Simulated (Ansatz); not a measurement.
Hf2S in space group P6_3/mmc (No. 194; Hf on 4f, S on 2b), r²SCAN (plane waves, PAW; program Ansatz), all energies at zero smearing, with the estimated change up to a 700 eV cutoff added, with one set of potentials and settings (totals compare only within such a set). Cell of 6 atoms (4 Hf, 2 S): -64753.813 eV.

| element | reference phase | E (eV/atom) |
|---|---|---|
| Hf | P6_3/mmc, 2 atoms in the cell | -15733.7929 |
| S | P2/c, 32 atoms in the cell | -905.8150 |

Formation energy per atom, worked out: (-64753.813 − 4×(-15733.7929) − 2×(-905.8150))/6 = -1.169 eV/atom (-113 kJ per mol of atoms), at 0 K, without zero-point energy or fitted corrections.

The first step of the workflow began from a Materials Project structure, measured or hypothetical; the Crystallography Open Database copy checked does not list it. Whether it is the stable phase at ambient conditions was not checked. Symmetry was held in the r²SCAN relaxation; its stability against distortions is not shown here. No spin polarisation was allowed. The references are the lowest solids computed at this level, not always the standard phases. Spin–orbit coupling is left out wherever it is not named.

Potentials: the earlier of the program's two PAW sets.
